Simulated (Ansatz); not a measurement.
TePb:
```
CELL_PARAMETERS angstrom
      0.00000     3.22171     3.22171
      3.22171     0.00000     3.22171
      3.22171     3.22171     0.00000
ATOMIC_POSITIONS crystal
  Te 0.00000 0.00000 0.00000
  Pb 0.50000 0.50000 0.50000
```

Relaxed with PBEsol.

Task: Decompose the optical modes at the zone centre into irreducible representations, and say which are infrared and Raman allowed.

Result: Point group m-3m: Γ_opt = T1u. Infrared: T1u. Raman: none.

Task: Assign frequencies (DFPT, PBEsol in the plane-wave PAW code Ansatz; without the LO–TO term).

Result: T1u 41 cm⁻¹.

Space group Fm-3m (rock salt). The PBEsol relaxation kept the symmetry of its start. Spin–orbit coupling is left out wherever it is not named.

Potentials: the earlier of the program's two PAW sets. The files were generated under PBE; for other functionals the program regenerates the frozen cores, and for LDA and PBEsol the local potential too.
